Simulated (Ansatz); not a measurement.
**Structure relaxation, LiNbO3**

The start is a generated cell, LiNbO3 placed in the 2H-BaNiO3 structure type. The cell and all atomic positions are relaxed at zero pressure with PBE (plane waves to 420 eV, PAW, scalar-relativistic; Ansatz, a program for electronic structure). The first steps use a coarse 5×5×5 k-mesh.

Input geometry:
```
CELL_PARAMETERS angstrom
      5.85148     0.00000     0.00000
     -2.92574     5.06753     0.00000
      0.00000     0.00000     4.99922
ATOMIC_POSITIONS crystal
  Li 0.33333 0.66667 0.75000
  Li 0.66667 0.33333 0.25000
  Nb 0.00000 0.00000 0.00000
  Nb 0.00000 0.00000 0.50000
  O  0.14620 0.29240 0.25000
  O  0.70760 0.85380 0.25000
  O  0.14620 0.85380 0.25000
  O  0.85380 0.70760 0.75000
  O  0.29240 0.14620 0.75000
  O  0.85380 0.14620 0.75000
```

| Item | Result |
|---|---|
| Initial pressure | +17.2 GPa (positive: the cell is compressed) |
| Largest initial force | 2.10 eV/Å, on O5, O6, O7, O8, O9, O10 (atoms numbered as listed) |
| Outcome | The space group stays P6₃/mmc (No. 194) (the run could not lower it), with 10 atoms in the primitive cell |
| Energy released | 0.15 eV/atom |
| Volume change | -3.1 %, from 14.82 to 14.37 Å³/atom |
| Band gap at the end | 1.79 eV, direct at Γ (no spin-orbit coupling) |
| Optimiser moves | 7 |

Relaxed structure:

```cif
data_Li2Nb2O6
_chemical_formula_sum 'Li2 Nb2 O6'
_space_group_name_H-M_alt 'P63/mmc'
_space_group_IT_number 194
_space_group_name_Hall '-P 6c 2c'
_cell_length_a 5.54092
_cell_length_b 5.54092
_cell_length_c 5.40382
_cell_angle_alpha 90.000
_cell_angle_beta 90.000
_cell_angle_gamma 120.000
loop_
_atom_site_label
_atom_site_type_symbol
_atom_site_symmetry_multiplicity
_atom_site_Wyckoff_symbol
_atom_site_fract_x
_atom_site_fract_y
_atom_site_fract_z
_atom_site_occupancy
Li1 Li 2 d 0.66667 0.33333 0.25000 1
Nb1 Nb 2 a 0.00000 0.00000 0.00000 1
O1 O 6 h 0.15508 0.31015 0.25000 1
```

Final values are on a 7×7×6 k-mesh of the relaxed cell. No spin polarisation in the result.

The run could not lower the symmetry of its start; a shaken copy of this end point relaxes with PBE to Cmcm (No. 63), 541 meV/atom lower.

The relaxed structure here is a generated cell of LiNbO3: the first start was made by placing the elements on the sites of a structure type, and the end was not matched to a known phase here, so it may be hypothetical. Known forms of LiNbO3 include space group No. 161.
